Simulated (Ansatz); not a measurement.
Phonons of ZnAu

Level of theory: DFT, r²SCAN, scalar-relativistic, no spin polarisation; plane waves to 500 eV with PAW datasets (Ansatz 0.2.0), Gaussian smearing of 0.15 eV; PAW files: Ansatz's generated set soft_2.

```
Zn Au
1.0
     3.14752    0.00000    0.00000
     0.00000    3.14752    0.00000
     0.00000    0.00000    3.14752
Zn Au
1 1
Direct
  0.50000 0.50000 0.50000
  0.00000 0.00000 0.00000
```

The chain of runs began from a cell as deposited in COD, expanded in volume.

Force constants come from finite displacements in a 2×2×2 supercell (the unit cell's 10×10×10 k-mesh, folded to it); the long-range dipole term is not included. Points in reciprocal vectors of this cell: Γ = (0.000, 0.000, 0.000), X = (0.000, 0.500, 0.000), M = (0.500, 0.500, 0.000), R = (0.500, 0.500, 0.500).

Question: Is the structure dynamically stable along this path, and where does the spectrum end?

Answer: Yes: no branch is imaginary beyond numerical noise. The highest frequency is 170 cm⁻¹, at M. Points that don't fit the supercell are interpolated.

Frequencies at the named points (cm⁻¹, imaginary ones negative):
```
point               ω (cm⁻¹)
    Γ      0 0 0 135 135 135
    X  55 55 101 122 122 166
    M   22 22 60 123 170 170
    R   85 85 85 142 142 142
```

Question: What does the harmonic approximation give for the vibrational free energy, entropy and heat capacity?

Answer: Zero-point energy 18.6 meV/atom.
```
T (K)  F_vib (meV/atom)  S (J/K per mole of atoms)  C_V (J/K per mole of atoms)
  100               8.3                       21.9                         20.6
  200             -23.3                       37.5                         23.7
  300             -67.5                       47.2                         24.4
  400            -120.3                       54.3                         24.6
  500            -179.5                       59.8                         24.7
  600            -243.8                       64.3                         24.8
  700            -312.5                       68.1                         24.8
  800            -384.9                       71.4                         24.9
  900            -460.5                       74.4                         24.9
 1000            -538.9                       77.0                         24.9
```

The highest mode, 170 cm⁻¹, is worth 240 K. At 300 K the heat capacity has reached 98 % of the classical limit 3R = 24.9 J/K per mole of atoms, since all modes lie under k_BT.

The crystal is a metal or nearly so; low and unstable modes depend on mesh and smearing.

Run time: 42 s on 4 threads of Intel(R) Xeon(R) 6975P-C (Granite Rapids) (shared host), peak memory 2.2 GiB.

Spin–orbit coupling, which matters for such heavy elements, is left out.
